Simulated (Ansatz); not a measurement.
The start is a randomly generated symmetric cell of Be (space group No. 59). The structure is fully relaxed (lattice and positions, P = 0) with PBE (plane waves to 420 eV, PAW, scalar-relativistic; Ansatz, a program for electronic structure). First-step values are on the input's coarse k-mesh.

Ansatz input (later rounds restart from its end on a renewed k-mesh):
Ansatz 0.2 input:
```yaml
crystal:
  lattice:
    - [1.5413824, 0, 0]
    - [0, 3.2583664, 0]
    - [0, 0, 3.5239728]
  atoms:
    - { symbol: Be, position: [0, 0, 0.9095559] }
    - { symbol: Be, position: [0.5, 0.5, 0.0904441] }
basis: { ecutwfc: 420, ecutrho_ratio: 4, xc_grid: 2, fft_grid_basis: typed }
kpoints: { mp_grid: { grid: [21, 10, 9] } }
hamiltonian:
  xc: pbe
  dispersion: none
  pseudopotentials: { azcp: { folder: ./paw }, kind: paw }
scf: { occupations: { method: fermi_dirac, width: 0.05 } }
relax: { f_tol: 0.01, max_steps: 100, cell: { stress_tol: 0.02 } }
output: { forces: true, stress: true }
```

* **Largest initial force**: 0.01 eV/Å, on Be1, Be2 (atoms numbered as listed)
* **Outcome**: The space group goes from Pmmn (No. 59) to Fm-3m (No. 225); the end is fcc (Cu type), with 1 atom in the primitive cell
* **Energy released**: 2.48 eV/atom
* **Volume change**: -11.1 %, from 8.85 to 7.87 Å³/atom
* **Shortest distances (start → end)**: The closest pairs of elements (up to four, under 3.6 Å), start → end: Be–Be 1.54 → 2.23 Å
* **Optimiser moves**: 26

The end point of the relaxation:

Space group Fm-3m (No. 225); a = 3.1575 Å, b = 3.1575 Å, c = 3.1575 Å, α = 90.00°, β = 90.00°, γ = 90.00°

```
atom  site  symmetry       x       y       z
----  ----  --------  ------  ------  ------
Be      4a      m-3m  0.0000  0.0000  0.0000
```
(The calculation used a cell of 1 atom; values per cell refer to that cell.)

Final values are on a 25×25×25 k-mesh of the relaxed cell. No spin polarisation in the result.

The run could not lose the symmetry of its start, so the end can be a saddle point.

The relaxed structure here is a generated cell of Be: the first start was made by a random draw of sites in a space group, and the end was not matched to a known phase here, so it may be hypothetical. Known forms of Be include space group No. 194.
